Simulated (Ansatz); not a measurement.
ZrPbO3:
```
ZrPbO3
1.0
    4.14129     0.00000     0.00000
    0.00000     4.14129     0.00000
    0.00000     0.00000     4.14129
Zr Pb O
1 1 3
Direct
  0.00000   0.00000   0.00000
  0.50000   0.50000   0.50000
  0.50000   0.00000   0.00000
  0.00000   0.50000   0.00000
  0.00000   0.00000   0.50000
```

Cartesian axes are those of the cell as given.

**Question.** Give the high-frequency dielectric tensor and the Born effective charge tensors of the independent atoms from DFPT, the program Ansatz at the PBEsol level (PAW).

**Answer.** 
ε∞:
```
6.96  0.00  0.00
0.00  6.96  0.00
0.00  0.00  6.96
```
Z* of atom 1 (Zr), rows: field, columns: displacement, in e:
```
5.92  0.00  0.00
0.00  5.92  0.00
0.00  0.00  5.92
```
Z* of atom 2 (Pb), rows: field, columns: displacement, in e:
```
3.92  0.00  0.00
0.00  3.92  0.00
0.00  0.00  3.92
```
Z* of atom 3 (O), rows: field, columns: displacement, in e:
```
-4.90   0.00   0.00
 0.00  -2.47   0.00
 0.00   0.00  -2.47
```

Space group Pm-3m (cubic perovskite). The workflow started from a Materials Project entry (that database holds measured and hypothetical structures alike); the Crystallography Open Database copy checked does not list it. COD files the formula under space group No. 38, 55. Its standing as an ambient phase is unchecked. The cell was relaxed with PBEsol under the symmetry of its start. At this level the phase is dynamically unstable (imaginary phonons). No spin polarisation was allowed. Spin–orbit coupling is left out wherever it is not named.

Potentials: the later of the program's two PAW sets.
